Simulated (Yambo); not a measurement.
Yambo run on CsCaF₃ (cubic perovskite, space group Pm-3m, No. 221). The wavefunctions are PBEsol (pw.x of Quantum ESPRESSO, ONCV potentials, with spin-orbit coupling) ones on a 2×2×2 mesh (40 occupied bands); a = b = c = 4.5205 Å, α = β = γ = 90.00°.

Yambo input:

```
rim_cut
gw0
dyson
el_el_corr
HF_and_locXC
mpa
em1d
RandQpts= 1000000
RandGvec= 1 Ry
EXXRLvcs= 84 Ry
VXCRLvcs= 336 Ry
Chimod= "HARTREE"
% BndsRnXm
 1 | 272 |
%
NGsBlkXm= 7 Ry
% LongDrXm
 1.0 | 1.0 | 1.0 |
%
EnSampXm= "2l"
EnGridXm= "lP"
% EnRngeXm
 0.0 | 40.0 | eV
%
% ImRngeXm
 2.72114 | 27.21138 | eV
%
% DmRngeXm
 0.02721 | 2.72114 | eV
%
ETStpsXm= 8
IntSolXm= "PT"
% GbndRnge
 1 | 272 |
%
GTermKind= "none"
DysSolver= "n"
ExtendOut
% QPkrange
 1 | 1 | 40 | 41 |
%
```

k points by index: 1 = Γ.

Table of the .qp output:

```
#    K-point    Band    Eo [eV]    E [eV]    E-Eo [eV]    Vxc [eV]    Vnlxc [eV]    Sc|Eo [eV]    Sc|E [eV]    dSc/dw|Eo [eV]    Re(Z)    Im(Z)
#
    1    40    0.000000    -1.941444    -1.941444    -21.68766    -29.09555    4.943544    5.466449    -7.328351    0.787826    -0.001283
    1    41    6.969821    8.180439    1.210618    -8.999293    -4.488401    -3.128910    -3.300274    -3.851482    0.876010    -0.695997E-3
```
(The two width columns are left out.) Convergence of these settings isn't established.

Geometry of the Materials Project entry, not relaxed at this level.

The structure is a Materials Project entry; no match was found in the copy of COD used, and its stability was not checked.
